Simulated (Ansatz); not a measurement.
Frames from the relaxation of a generated cell, Bi2Se3 placed in the AFLOW prototype A3B2_hP5_164_ad_d (D5_13, as in Al3Ni2), as extended XYZ (Å, eV, eV/Å, GPa with compression positive). Method: PBE (plane waves to 420 eV, PAW, scalar-relativistic; Ansatz, an electronic-structure program). Γ-centred k-mesh 5×5×4 on the run's cell (coarser than for final values), Fermi–Dirac smearing 0.05 eV.

```xyz
5
Lattice="5.1533 0.0000 0.0000 -2.5766 4.4629 0.0000 0.0000 0.0000 6.2565" Properties=species:S:1:pos:R:3:forces:R:3 pbc="T T T" step=1 free_energy=-41205.665 pressure=-0.8 accepted=T
Se     0.0000     0.0000     0.0000    0.0000    0.0000    0.0000
Se     0.0000     2.9752     4.0542    0.0000    0.0000    0.8432
Se     2.5766     1.4876     2.2023    0.0000    0.0000   -0.8432
Bi     0.0000     2.9752     0.9322    0.0000    0.0000    1.2608
Bi     2.5766     1.4876     5.3243    0.0000    0.0000   -1.2608
5
Lattice="5.1410 0.0000 0.0000 -2.5705 4.4522 0.0000 0.0000 0.0000 6.2201" Properties=species:S:1:pos:R:3:forces:R:3 pbc="T T T" step=2 free_energy=-41206.270 pressure=-0.5 accepted=T
Se     0.0000     0.0000     0.0000    0.0000    0.0000    0.0000
Se     0.0000     2.9682     4.1746    0.0000    0.0000    0.2482
Se     2.5705     1.4841     2.0455    0.0000    0.0000   -0.2482
Bi     0.0000     2.9682     1.1216    0.0000    0.0000    0.8846
Bi     2.5705     1.4841     5.0985    0.0000    0.0000   -0.8846
5
Lattice="4.4412 0.0000 0.0000 -2.2206 3.8462 0.0000 0.0000 0.0000 8.3573" Properties=species:S:1:pos:R:3:forces:R:3 pbc="T T T" step=17 free_energy=-41207.179 pressure=1.7 accepted=T
Se     0.0000     0.0000     0.0000    0.0000    0.0000    0.0000
Se     0.0000     2.5642     5.3089    0.0000    0.0000    0.0016
Se     2.2206     1.2821     3.0484    0.0000    0.0000   -0.0016
Bi     0.0000     2.5642     1.7158    0.0000    0.0000   -0.0068
Bi     2.2206     1.2821     6.6415    0.0000    0.0000    0.0068
```

The path has 35 moves and ends in P-3m1 (No. 164), 0.41 eV/atom below its start. Free energies are of the whole cell and compare only within this code, potentials and settings.  No spin polarisation in the result.

The run could not lose the symmetry of its start: the end is stationary, and may be a saddle point rather than a minimum.

The end of the path is a generated cell of Bi2Se3: the first start was made by placing the elements on the sites of a structure type, and the end was not matched to a known phase here, so it may be hypothetical. Known forms of Bi2Se3 include space group No. 166.
